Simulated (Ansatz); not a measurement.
**Structure search: one NaI₂ candidate**

Computed with DFT PBE, scalar-relativistic, plane waves, PAW (Ansatz 0.2.0). Cutoff 420 eV, Gaussian smearing, Γ-centred meshes. In-plane cell and atoms relax first on a coarse mesh and then on a finer one. In metals the finer mesh still leaves noise of several meV/atom or more. The steps can't lower the symmetry of their start. No spin polarisation.

Recipe of this trial structure of NaI₂: species swapped into a sheet modelled on a layer of NdI2, with Na on the Nd sites. Lengths were set from tabulated atomic sizes, so they are only a guess.

The sheet is periodic along a and b; c holds vacuum.

```cif
data_structure
_symmetry_space_group_name_H-M 'P 1'
_symmetry_Int_Tables_number 1
_cell_length_a 3.4848
_cell_length_b 3.4848
_cell_length_c 18.0000
_cell_angle_alpha 90.000
_cell_angle_beta 90.000
_cell_angle_gamma 90.000
_cell_volume 218.59
loop_
_atom_site_label
_atom_site_type_symbol
_atom_site_fract_x
_atom_site_fract_y
_atom_site_fract_z
_atom_site_occupancy
Na1 Na 0.00000 0.00000 0.50000 1
I1 I 0.50000 0.50000 0.59411 1
I2 I 0.50000 0.50000 0.40589 1
```

The zero of energy is the elements' standard structures at the same level; no fitted shifts are applied.

Task: Describe the relaxed structure.

Result: The symmetry stays p4/mmm (No. 61). The area per atom grows by 12.9 %, from 4.0 to 4.6 Å². The shortest distance goes from 2.99 Å (Na–I) to 3.36 Å (Na–I). The energy falls by about 0.26 eV/atom (the start's value is from the coarse mesh). The program sets the height of the box itself, so the height of the cell differs between start and end. In-plane cell: a = 3.702 Å, b = 3.702 Å, γ = 90.0°, thickness 4.22 Å between the outermost nuclei. Na at height 2.11 Å has 8 I at 3.36 Å and 4 Na at 3.70 Å; I at height 4.22 Å has 4 Na at 3.36 Å and 4 I at 3.70 Å.

```yaml
crystal:
  periodic: [true, true, false]
  lattice:
    - [3.70212, 0.00000, 0.00000]
    - [0.00000, 3.70212, 0.00000]
    - [0.00000, 0.00000, 32.27730]
  atoms:
    - { symbol: Na, position: [0.00000, 0.00000, 0.27883] }
    - { symbol: I, position: [0.50000, 0.50000, 0.34416] }
    - { symbol: I, position: [0.50000, 0.50000, 0.21350] }
```

Task: How does it come out in energy, and is it a metal?

Result: The formation energy is −0.61 eV/atom and the gap on the 12×12×1 mesh of the 3-atom cell is 0 eV (a metal).

A negative formation energy is needed for stability but isn't enough: competing phases decide.

The last run used Gaussian smearing of 0.10 eV. These runs have no spin–orbit coupling, which can matter for I. An odd number of electrons in the primitive cell allows no gap without spin; a larger cell or a magnetic state could open one. The cell is a metal run without spin; a magnetic state may lie lower. The reference form of I is held partly by dispersion forces, which this level lacks. A structure relaxed within its symmetry needn't be a true minimum.
